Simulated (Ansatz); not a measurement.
Starting cell, KCl (rock salt):

```
CELL_PARAMETERS angstrom
      0.00000     3.19058     3.19058
      3.19058     0.00000     3.19058
      3.19058     3.19058     0.00000
ATOMIC_POSITIONS crystal
  Cl 0.00000 0.00000 0.00000
  K  0.50000 0.50000 0.50000
```

Two-dimensional scan of atom 1 (Cl, nearest neighbour K at 3.191 Å; its periodic images, 4.5 Å or more away, move with it): u runs along (1.000, 0.000, 0.000), v along (0.000, 1.000, 0.000) (Cartesian). Cell and other atoms are fixed.

These are PBE (plane waves to 420 eV, PAW, scalar-relativistic; Ansatz, a quantum-chemistry and plane-wave program) values and carry that method's errors. k mesh 7×7×7 (Γ-centred), Fermi-Dirac smearing 0.05 eV. E stands for the smeared free energy. KCl was relaxed with its symmetry unable to fall. The zero of ΔE is the undisplaced structure. Axes are in Å.

Question: Give the computed ΔE (eV/cell) at all points of the grid u = -0.480, -0.240, 0.000, 0.240, 0.480 by v = -0.480, -0.240, 0.000, 0.240, 0.480.

Answer: ΔE (eV/cell), with u across and v down:

| v \ u | -0.480 | -0.240 | 0.000 | 0.240 | 0.480 |
|---|---|---|---|---|---|
| -0.480 | 0.2952 | 0.1986 | 0.1789 | 0.1986 | 0.2952 |
| -0.240 | 0.1986 | 0.0652 | 0.0342 | 0.0652 | 0.1986 |
| 0.000 | 0.1789 | 0.0342 | 0.0000 | 0.0342 | 0.1789 |
| 0.240 | 0.1986 | 0.0652 | 0.0342 | 0.0652 | 0.1986 |
| 0.480 | 0.2952 | 0.1986 | 0.1789 | 0.1986 | 0.2952 |

(For displaced atoms, the force is minus the slope of the energy, and its curvature is a force constant, which sets phonon frequencies.)
